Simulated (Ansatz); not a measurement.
PtS₂:
```cif
data_PtS2
_chemical_formula_sum 'Pt1 S2'
_space_group_name_H-M_alt 'P-3m1'
_space_group_IT_number 164
_space_group_name_Hall '-P 3 2"'
_cell_length_a 3.55080
_cell_length_b 3.55080
_cell_length_c 5.20270
_cell_angle_alpha 90.000
_cell_angle_beta 90.000
_cell_angle_gamma 120.000
loop_
_atom_site_label
_atom_site_type_symbol
_atom_site_symmetry_multiplicity
_atom_site_Wyckoff_symbol
_atom_site_fract_x
_atom_site_fract_y
_atom_site_fract_z
_atom_site_occupancy
Pt1 Pt 1 a 0.00000 0.00000 0.00000 1
S1 S 2 d 0.33333 0.66667 0.23558 1
```

Relaxed with r²SCAN+D4. 

### Question
HSE06 on this cell (Ansatz, a program for electronic structure, PAW) gives a gap of 1.35 eV. What does r²SCAN+D4 give?

### Answer
0.87 eV.

Cost on shared cores: the r²SCAN+D4 run (SCF on a 9×9×6 mesh, then bands and DOS) very roughly 70 core-seconds, the HSE06 run (SCF on 7×7×4, then a few points) roughly 2.9 core-minutes; the tasks are unlike.

The cell was relaxed with r²SCAN+D4 under the symmetry of its start; phonons on a q-mesh show no instability. The run is not spin-polarised. Spin–orbit coupling is left out wherever it is not named.

Potentials: the later of the program's two PAW sets.

Ansatz is a plane-wave DFT program.
